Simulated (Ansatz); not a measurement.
# Slab of zincblende CdTe (110), 3 layers

The slab is cut from the zincblende crystal, which needn't be the stable phase, as relaxed on PAW files (36.20 Å³/atom), with 16 Å of vacuum and a dipole correction:

```yaml
crystal:
  lattice:
    - [4.67805, 0.00000, 0.00000]
    - [0.00000, 6.61577, 0.00000]
    - [0.00000, 0.00000, 20.67810]
  atoms:
    - { symbol: Cd, position: [0.25000, 0.12500, 0.38688] }
    - { symbol: Te, position: [0.75000, 0.87500, 0.38688] }
    - { symbol: Cd, position: [0.75000, 0.62500, 0.50000] }
    - { symbol: Te, position: [0.25000, 0.37500, 0.50000] }
    - { symbol: Cd, position: [0.25000, 0.12500, 0.61312] }
    - { symbol: Te, position: [0.75000, 0.87500, 0.61312] }
```

Level of theory: DFT with PBE, scalar-relativistic, in Ansatz 0.2.0; a Γ-centred 6×4×1 k mesh, Fermi–Dirac smearing of 0.02 eV, no spin polarisation. LAPW: all electrons, basis error target 1 meV/atom; PAW: frozen-core files, cutoff 420 eV.

The bulk energy comes from a cell in the slab's orientation on a 6×4×6 mesh. The surface energy is (E(slab) − N·E(bulk))/2A at zero smearing, the mean of both faces; thin slabs carry quantum-size effects.

Spin–orbit coupling is left out, which matters for the heavy atoms.

Task: As cut, the LAPW slab lies 1.666 eV above 6 atoms of bulk. What surface energy is that?

Result: Over two faces of 30.95 Å² it is 26.9 meV/Å², and times 16.02 J/m² per eV/Å² that gives γ = 0.431 J/m².

```json
{"method": "LAPW", "γ as cut (J/m²)": "0.431", "γ relaxed (J/m²)": "0.219"}
{"method": "PAW", "γ as cut (J/m²)": "0.432", "γ relaxed (J/m²)": "0.219"}
```

Task: How do the spacings between the planes relax?

Result: From the bottom face up: d12 -6.8 % of 2.339 Å, d23 -6.8 % of 2.339 Å. The outer plane rumples by 0.680 Å.

Task: Where do the band edges lie?

Result: On the k mesh: gap 1.47 eV, valence top 5.29 eV below the vacuum level.

Task: What changes if relativity is switched off, at the same positions?

Result: LAPW then gives: gap 1.89 eV, valence top 5.46 eV below the vacuum level.

Task: A core hole in the 3d shell of Cd is made on one Cd atom of each kind in every 1×1 cell (PAW hole dataset, neutral cell, valence without spin). What does it cost by layer?

Result: layer 1 405.30 eV, layer 2 405.19 eV. Shifts between layers mean more than the absolute values, and a whole layer of holes screens otherwise than one hole.
